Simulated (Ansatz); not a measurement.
Start of a relaxation of PtF2:

```xyz
3
Lattice="2.8332 0.0000 0.0000 0.0000 2.8332 0.0000 0.0000 0.0000 4.0067" Properties=species:S:1:pos:R:3 pbc="T T T"
Pt    0.0000    0.0000    0.0000
F     0.0000    0.0000    2.0034
F     1.4166    1.4166    0.0000
```

These are results of DFT PBE, scalar-relativistic, plane waves, PAW in Ansatz 0.2.0, not measurements. Cutoff 420 eV, Gaussian smearing, Γ-centred meshes. Cell and atoms relax first on a coarse mesh and then on a finer one. In between, the cell is made exact in the group found at 0.06 Å. In metals the finer mesh still leaves noise of several meV/atom or more. The steps can't lower the symmetry of their start. No spin polarisation in the relaxation; trial moments died out in a coarse test.

A guess keeps its type if space group and coordination stay and the shape of the cell changes little (axis ratios within about 15 %, angles within 6°); the volume may change.

Q: Does it keep its structure type, or change into something else?

A: It keeps its type. The symmetry stays P4/mmm (No. 123). The volume per atom grows by 38.2 %, from 10.7 to 14.8 Å³. The shortest distance goes from 2.00 Å (Pt–F) to 2.04 Å (Pt–F). The ratio c/a of the conventional cell changes by a factor of 0.88. Counting neighbours within 15 % of an atom's shortest distance, the start has F 2/4, Pt 6 and the end F 2/4, Pt 6.

The last run used a 14×14×12 mesh (in the run's order of axes) for its 3-atom cell and Gaussian smearing of 0.10 eV. Spin–orbit coupling, which can matter for Pt, is left out. A structure relaxed within its symmetry needn't be a true minimum. Another cell of PtF2 relaxed alike, in P4/mmm, lies 261 meV/atom lower, so this cell isn't the stable form at this level.

In counts of neighbours, a slash parts the counts of unlike sites.
